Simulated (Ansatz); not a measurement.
The calculation used Ansatz 0.2.0, DFT, BLYP, plane waves (420 eV) with PAW, scalar-relativistic. (PAW data from PBE, frozen cores regenerated.)

An element in the dhcp structure gives this curve. The cell is scaled uniformly from the relaxed one, with fractional coordinates and shape fixed. Energies are extrapolated to zero smearing, pressures are those at the given smearing. Magnetic state: spin not included.

```csv
V (Å³/atom),E − E₀ (meV/atom),P (GPa)
37.589,36.2,2.55
39.298,14.9,1.55
41.006,3.4,0.71
42.715,0.0,0.01
44.424,3.4,-0.57
46.132,12.4,-1.06
47.841,26.2,-1.47
```

Which element is it?
A. ytterbium
B. calcium
C. bismuth
D. lanthanum

B. Its fit is V₀ = 42.67 Å³/atom, B₀ = 15.9 GPa, B₀′ = 3.5.
